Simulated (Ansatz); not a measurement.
BaTiO₃ in space group Amm2 (No. 38; Ba on 2a, Ti on 2b, O on 4e, O on 2a) under volume change, PBEsol in the plane-wave PAW code Ansatz, shape and atoms relaxed at each volume.

| V (Å³/atom) | E − E(relaxed) (meV/atom) | P (GPa) |
|---|---|---|
| 11.549 | 52.7 | 17.34 |
| 11.930 | 20.9 | 9.65 |
| 12.311 | 4.7 | 4.18 |
| 12.691 | 0.0 | 0.00 |
| 13.072 | 4.0 | -3.16 |
| 13.453 | 14.4 | -5.47 |
| 13.834 | 29.4 | -7.10 |

Q: What does a third-order Birch–Murnaghan fit give for V₀, B₀ and B′?

A: V₀ = 12.68 Å³/atom, B₀ = 123 GPa, B′ = 9.0.

This is a known low-temperature phase of the composition, computed here at zero pressure and temperature. The PBEsol relaxation kept the symmetry of its start; its stability against distortions is not shown here. The run is not spin-polarised. Spin–orbit coupling is left out wherever it is not named.

Potentials: the earlier of the program's two PAW sets. The files were generated under PBE; for other functionals the program regenerates the frozen cores, and for LDA and PBEsol the local potential too.
